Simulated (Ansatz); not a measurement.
SrO:
```yaml
crystal:
  lattice:
    - [0.00000, 2.53233, 2.53233]
    - [2.53233, 0.00000, 2.53233]
    - [2.53233, 2.53233, 0.00000]
  atoms:
    - { symbol: Sr, position: [0.50000, 0.50000, 0.50000] }
    - { symbol: O, position: [0.00000, 0.00000, 0.00000] }
```

Cartesian axes are those of the cell as given.

Give the high-frequency dielectric tensor and the Born effective charge tensors of the independent atoms from DFPT, the program Ansatz at the LDA level (PAW).


ε∞:
```
3.87  0.00  0.00
0.00  3.87  0.00
0.00  0.00  3.87
```
Z* of atom 1 (Sr), rows: field, columns: displacement, in e:
```
2.47  0.00  0.00
0.00  2.47  0.00
0.00  0.00  2.47
```
Z* of atom 2 (O), rows: field, columns: displacement, in e:
```
-2.47   0.00   0.00
 0.00  -2.47   0.00
 0.00   0.00  -2.47
```

Space group Fm-3m (rock salt). The LDA relaxation kept the symmetry of its start. Scalar-relativistic: spin–orbit coupling is off unless named, which matters more the heavier the elements.

Potentials: the earlier of the program's two PAW sets. The files were generated under PBE; for other functionals the program regenerates the frozen cores, and for LDA and PBEsol the local potential too.
